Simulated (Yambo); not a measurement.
# Convergence of the G0W0 gap of BaCuSF

G0W0@PBEsol for BaCuSF (space group P4/nmm, No. 129) in Yambo. Reference settings: 4×4×1 Γ-centred k mesh, bands 9 to 182 and a 6 Ry block in the screening, 182 bands in G with the Bruneval-Gonze terminator, plasmon pole fitted at 27.2 eV. The PBEsol gap Γ → Γ on this mesh is 1.51 eV; G0W0 gaps are taken between the same points.

| change from the reference | G0W0 gap Γ → Γ (eV) | shift of the valence edge (eV) | rough Yambo cost |
|---|---|---|---|
| reference settings | 2.62 | -0.55 | 1 |
| 83 bands in G | 2.70 | -0.45 | – |
| 98 bands in W | 2.77 | -0.48 | within a factor of two |
| 2×2×1 mesh | 2.55 | -0.46 | about 1/3 |
| 125 bands in G, no terminator | 2.60 | -0.19 | – |
| no terminator | 2.58 | -0.34 | – |

The reference isn't shown to be the converged limit. Costs are rough (shared machines), scaled to the same edge states, and given only for runs that recompute the screening.

The filled Cu 3d shell has no Hubbard U; semilocal functionals place it too high.

Geometry of the Materials Project entry, not relaxed at this level; primitive cell a = b = 4.130 Å, c = 9.106 Å, α = β = γ = 90.00°.

The structure is a Materials Project entry; no match was found in the copy of COD used, and its stability was not checked.

A shift is the quasiparticle energy of the state minus its PBEsol energy.
